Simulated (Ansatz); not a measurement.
Nb2CS2 in space group P-3m1 (No. 164; Nb on 2d, S on 2d, C on 1a), plane-wave PAW LDA (Ansatz code), all energies at zero smearing, with the estimated change up to a 700 eV cutoff added, with one set of potentials and settings (totals compare only within such a set). Cell of 5 atoms (2 Nb, 2 S, 1 C): -10872.189 eV.

```tsv
element	reference phase	E (eV/atom)
Nb	Im-3m, 1 atoms in the cell	-4442.5966
S	Fddd, 32 atoms in the cell	-869.4931
C	Fd-3m, 2 atoms in the cell	-242.9976
```

Formation energy per atom, worked out: (-10872.189 − 2×(-4442.5966) − 2×(-869.4931) − 1×(-242.9976))/5 = -1.002 eV/atom (-97 kJ per mol of atoms), at 0 K, without zero-point energy or fitted corrections.

The workflow started from an entry of the Crystallography Open Database (COD), which files this formula under 2 space groups. Whether it is the stable phase at ambient conditions was not checked. The LDA relaxation kept the symmetry of its start; whether a distortion lowers the energy is not shown. No spin polarisation was allowed. A crystal of weakly bound layers computed without a dispersion correction: the cell and the soft elastic constants depend strongly on that. The references are the lowest solids computed at this level, not always the standard phases.

Potentials: the later of the program's two PAW sets.
